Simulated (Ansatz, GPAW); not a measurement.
This is a calculation of TaVN2 for GPAW 26.7.0 (ASE script). The cell comes from a database or a generator and needn't be the stable form of this composition.

Contents of run.py:

```python
from ase import Atoms
from ase.dft.bandgap import bandgap
from ase.io import write
from ase.units import Bohr, GPa
from gpaw import GPAW, PW
from gpaw.elf import elf_from_dft_calculation

atoms = Atoms(['Ta', 'V', 'N', 'N'],
              cell=[[3.049867, 0.0, 0.0],
                    [0.0, 3.049867, 0.0],
                    [0.0, 0.0, 4.296062]],
              scaled_positions=[[0.0, 0.0, 0.0],
                                [0.5, 0.5, 0.5],
                                [0.5, 0.5, 0.0],
                                [0.0, 0.0, 0.5]],
              pbc=True)
atoms.set_initial_magnetic_moments([0.0, 2.0, 0.0, 0.0])

calc = GPAW(mode=PW(800),
            xc='PBE',
            kpts={'size': (9, 9, 6), 'gamma': True},
            occupations={'name': 'fermi-dirac', 'width': 0.05},
            nbands=34,
            convergence={'density': 1e-05, 'energy': 1e-05},
            maxiter=150,
            txt='gpaw.txt')
atoms.calc = calc
energy = atoms.get_potential_energy()
forces = atoms.get_forces()
stress = atoms.get_stress()
calc.write('gs.gpw')
write('result.traj', atoms)
print(f'Energy: {energy:.6f} eV')
print('Forces (eV/A):')
print(forces.round(4))
print('Stress (GPa):', (stress / GPa).round(3))
print('Moments:', calc.get_magnetic_moments().round(3))
print('Fermi level:', round(calc.get_fermi_level(), 4), 'eV')
print(f'Gap: {bandgap(calc)[0]:.4f} eV, direct: {bandgap(calc, direct=True)[0]:.4f} eV')

# fields on the real-space grid
write('density.cube', atoms, data=calc.get_pseudo_density() * Bohr**3)
write('potential.cube', atoms, data=calc.get_electrostatic_potential())
write('spin.cube', atoms, data=(calc.get_pseudo_density(spin=0) - calc.get_pseudo_density(spin=1)) * Bohr**3)
write('elf.cube', atoms, data=elf_from_dft_calculation(calc).data)
```

Potentials or basis: GPAW PAW data sets (gpaw-data 1.2.1), pw.

The run is started by

```console
$ OMP_NUM_THREADS=1 python run.py
```

Task: What does the same run look like in Ansatz 0.2.0? Potentials or basis there: Ansatz PAW, cutoff 420 eV.

Result: As run (cutoffs and basis follow the program's own potentials, and thresholds, step limits or extra output files can differ):

input.yaml

```yaml
crystal:
  lattice:
    - [3.049867, 0.0, 0.0]
    - [0.0, 3.049867, 0.0]
    - [0.0, 0.0, 4.296062]
  atoms:
    - { symbol: Ta, position: [0.0, 0.0, 0.0] }
    - { symbol: V, position: [0.5, 0.5, 0.5], spin: 2.0 }
    - { symbol: "N", position: [0.5, 0.5, 0.0] }
    - { symbol: "N", position: [0.0, 0.0, 0.5] }
hamiltonian:
  xc: pbe
  pseudopotentials: { kind: paw }
magnetization:
  spin_polarized: true
kpoints:
  mp_grid: { grid: [9, 9, 6] }
scf:
  occupations: { method: fermi_dirac, width: 0.05 }
output:
  forces: true
  stress: true
  eigenvalues: true
  write_density: true
  write_potential: true
  elf: true
  volumetric_format: npy
```

Potentials or basis: Ansatz PAW.

Command:

```sh
$ ansatz run input.yaml --threads 2 --pin off --max-ram 5120MiB --backend cpu --events-out ev --progress --plain --runs-dir out
```

Both were run:

|  | GPAW | Ansatz |
| --- | --- | --- |
| Pressure | 0.0 GPa | -0.8 GPa |
| Net moment | 1.14 μB per cell | 1.14 μB per cell |

Ansatz's pressure holds a Pulay term of +0.53 GPa for its cutoff of 420 eV, which the other run lacks.

Where Ansatz's input types no cutoff or centring, it takes its own default and a Γ-centred mesh.

The magnetic state is the one that the start led to; the real crystal's order can differ.

Pressure is positive in compression.
